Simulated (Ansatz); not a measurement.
Profile along the Pb–Cl line in CsPbCl3 (cubic perovskite)

CsPbCl$_{3}$ (cubic perovskite)

```xyz
5
Lattice="5.6188 0.0000 0.0000 0.0000 5.6188 0.0000 0.0000 0.0000 5.6188" Properties=species:S:1:pos:R:3 pbc="T T T"
Cs     0.0000     0.0000     0.0000
Pb     2.8094     2.8094     2.8094
Cl     0.0000     2.8094     2.8094
Cl     2.8094     2.8094     0.0000
Cl     2.8094     0.0000     2.8094
```

Fields along a shortest Pb–Cl line of a {100} plane (2.81 Å), from Pb to Cl, interpolated on the slice's grid (step about 0.3 Å). These are PBEsol (plane waves to 420 eV, PAW, scalar-relativistic; Ansatz, a quantum-chemistry and plane-wave program) values and carry that method's errors. k mesh 6×6×6. These are valence fields of a PAW run, semicore shells included where kept as valence: close to a nucleus they are smooth pseudo fields. CsPbCl3 was relaxed with its symmetry unable to fall. Spin-orbit coupling is left out, though Pb is heavy. The PAW data are Ansatz's earlier set. This is a high-temperature form of CsPbCl3.

| distance from Pb (Å) | valence electron density (e/Å³) | electron localisation function | density of the highest valence band (e/Å³) | density of the lowest conduction band (e/Å³) |
|---|---|---|---|---|
| 0.00 | 8.28 | x | 0.053 | 0.001 |
| 0.14 | 7.76 | x | 0.063 | 0.024 |
| 0.28 | 6.58 | x | 0.085 | 0.050 |
| 0.42 | 5.20 | x | 0.106 | 0.034 |
| 0.56 | 3.76 | 0.23 | 0.114 | 0.008 |
| 0.70 | 2.42 | 0.38 | 0.101 | 0.012 |
| 0.84 | 1.41 | 0.46 | 0.077 | 0.035 |
| 0.98 | 0.76 | 0.42 | 0.052 | 0.055 |
| 1.12 | 0.44 | 0.30 | 0.033 | 0.064 |
| 1.26 | 0.30 | 0.20 | 0.023 | 0.057 |
| 1.41 | 0.26 | 0.21 | 0.022 | 0.044 |
| 1.55 | 0.30 | 0.37 | 0.031 | 0.031 |
| 1.69 | 0.41 | 0.59 | 0.053 | 0.022 |
| 1.83 | 0.62 | 0.75 | 0.092 | 0.017 |
| 1.97 | 0.95 | 0.84 | 0.151 | 0.017 |
| 2.11 | 1.35 | 0.84 | 0.224 | 0.023 |
| 2.25 | 1.67 | 0.79 | 0.269 | 0.032 |
| 2.39 | 1.66 | x | 0.248 | 0.040 |
| 2.53 | 1.15 | x | 0.169 | 0.044 |
| 2.67 | 0.57 | x | 0.062 | 0.046 |
| 2.81 | 0.37 | x | 0.007 | 0.046 |

x: too close to a nucleus for the ELF to mean much. Band densities are of whole bands, smooth part only.

Density on the Pb–Cl line (2.81 Å) at its midpoint: 0.26 e/Å³. ELF at that point: 0.21.
